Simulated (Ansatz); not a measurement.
The start is a generated trial cell of Ti3Al in the AFLOW prototype A3B_hP4_191_bc_a (as in Li3N). The cell and all atomic positions are relaxed at zero pressure with PBEsol (plane waves to 420 eV, PAW, scalar-relativistic; Ansatz, a program for electronic structure). First-step values are on the input's coarse k-mesh.

Ansatz input (later rounds restart from its end on a renewed k-mesh):
Ansatz 0.2 input:
```yaml
crystal:
  lattice:
    - [4.2646881, 0, 0]
    - [-2.1323441, 3.6933283, 0]
    - [0, 0, 4.5164232]
  atoms:
    - { symbol: Ti, position: [0, 0, 0.5] }
    - { symbol: Ti, position: [0.33333333, 0.66666667, 0] }
    - { symbol: Ti, position: [0.66666667, 0.33333333, 0] }
    - { symbol: Al, position: [0, 0, 0] }
basis: { ecutwfc: 420, ecutrho_ratio: 4, xc_grid: 2, fft_grid_basis: typed }
kpoints: { mp_grid: { grid: [9, 9, 7] } }
hamiltonian:
  xc: pbesol
  dispersion: none
  pseudopotentials: { azcp: { folder: ./paw }, kind: paw }
scf: { occupations: { method: fermi_dirac, width: 0.05 } }
relax: { f_tol: 0.01, max_steps: 100, cell: { stress_tol: 0.02 } }
output: { forces: true, stress: true }
```

**Question.** What pressure does the first self-consistent step give?

**Answer.** +16.9 GPa (positive: the cell is compressed).

**Question.** By how much does the energy per atom fall from start to end?

**Answer.** 0.15 eV/atom.

**Question.** How do the shortest distances between atoms change?

**Answer.** The closest pairs of elements (up to four, under 3.6 Å), start → end: Al–Ti 2.26 → 2.41 Å; Ti–Ti 2.46 → 2.59 Å.

**Question.** What band gap does the relaxed structure have at this level?

**Answer.** Zero (metallic).

**Question.** What does it relax into? Give the structure.

**Answer.** 
```cif
data_AlTi3
_chemical_formula_sum 'Ti3 Al1'
_space_group_name_H-M_alt 'P6/mmm'
_space_group_IT_number 191
_space_group_name_Hall '-P 6 2'
_cell_length_a 4.48786
_cell_length_b 4.48786
_cell_length_c 4.82327
_cell_angle_alpha 90.000
_cell_angle_beta 90.000
_cell_angle_gamma 120.000
loop_
_atom_site_label
_atom_site_type_symbol
_atom_site_symmetry_multiplicity
_atom_site_Wyckoff_symbol
_atom_site_fract_x
_atom_site_fract_y
_atom_site_fract_z
_atom_site_occupancy
Ti1 Ti 1 b 0.00000 0.00000 0.50000 1
Ti2 Ti 2 c 0.33333 0.66667 0.00000 1
Al1 Al 1 a 0.00000 0.00000 0.00000 1
```

The space group stays P6/mmm (No. 191) (the run could not lower it); the end is AFLOW prototype A3B_hP4_191_bc_a (as in Li3N), with 4 atoms in the primitive cell. Final values are on a 12×12×10 k-mesh of the relaxed cell. No spin polarisation in the result.

The run could not lose the symmetry of its start: the end is stationary, and may be a saddle point rather than a minimum.

All atoms sit on sites fixed by symmetry, so only the cell could relax.

The relaxed structure here is a generated cell of Ti3Al: the first start was made by placing the elements on the sites of a structure type, and the end was not matched to a known phase here, so it may be hypothetical. Known forms of Ti3Al include space group No. 194.
